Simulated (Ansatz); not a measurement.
**Question.** Name crystals whose computed values (the program Ansatz at the PBE level (PAW)) fall in these windows: B₀ by P(V) fit (GPa) 29 to 39; G_Hill (GPa) 16 to 23; highest Γ mode, no LO–TO term (cm⁻¹) 160 to 200.

**Answer.** 

```
crystal          B₀ by P(V) fit (GPa)  G_Hill (GPa)  highest Γ mode, no LO–TO term (cm⁻¹)
---------------  --------------------  ------------  ------------------------------------
Sn, diamond                      35.6          19.8                                   172
LiCl, rock salt                  31.8          20.3                                   167
```
Others may fit too.

Not the usual ambient phase: Sn, diamond. All cells were relaxed under the symmetry of their starts (and spin orders); stability against distortions was not tested throughout. Spin–orbit coupling is left out wherever it is not named.

Potentials: the later of the program's two PAW sets.
